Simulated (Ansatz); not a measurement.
ScOF:
```
ScOF
1.0
    5.16806     0.00000     0.00000
    0.00000     5.14614     0.00000
   -0.89303     0.00000     5.15962
Sc O F
4 4 4
Direct
  0.69184   0.47251   0.28767
  0.30816   0.52749   0.71233
  0.30816   0.97251   0.21233
  0.69184   0.02749   0.78767
  0.54415   0.74621   0.01233
  0.45585   0.25379   0.98767
  0.45585   0.24621   0.48767
  0.54415   0.75379   0.51233
  0.94243   0.32733   0.65942
  0.05757   0.67267   0.34058
  0.05757   0.82733   0.84058
  0.94243   0.17267   0.15942
```

Tensor components refer to the Cartesian frame of this cell.

Problem. Give the high-frequency dielectric tensor and the Born effective charge tensors of the independent atoms from DFPT, plane-wave PAW r²SCAN (Ansatz code).

Solution. 
ε∞:
```
 3.10   0.00  -0.08
 0.00   3.76   0.00
-0.08   0.00   3.67
```
Z* of atom 1 (Sc), rows: field, columns: displacement, in e:
```
 3.23  -0.10  -0.06
 0.05   3.97   0.01
-0.07   0.09   3.77
```
Z* of atom 5 (O), rows: field, columns: displacement, in e:
```
-1.50  -0.01   0.22
 0.06  -2.75   0.17
 0.22   0.32  -2.67
```
Z* of atom 9 (F), rows: field, columns: displacement, in e:
```
-1.73  -0.47  -0.16
-0.47  -1.22   0.25
-0.15   0.23  -1.10
```

Static charges for comparison (Bader): Sc1 +2.15, O5 -1.34, F9 -0.81 e. Born charges measure polarisation by displacement and can exceed these by far.

Space group P2_1/c. The first step of the workflow began from a Materials Project structure, measured or hypothetical; the Crystallography Open Database copy checked does not list it. Whether it is the stable phase at ambient conditions was not checked. The r²SCAN relaxation kept the symmetry of its start; of distortions, only those at the zone centre were tested. No spin polarisation was allowed.

Potentials: the later of the program's two PAW sets.
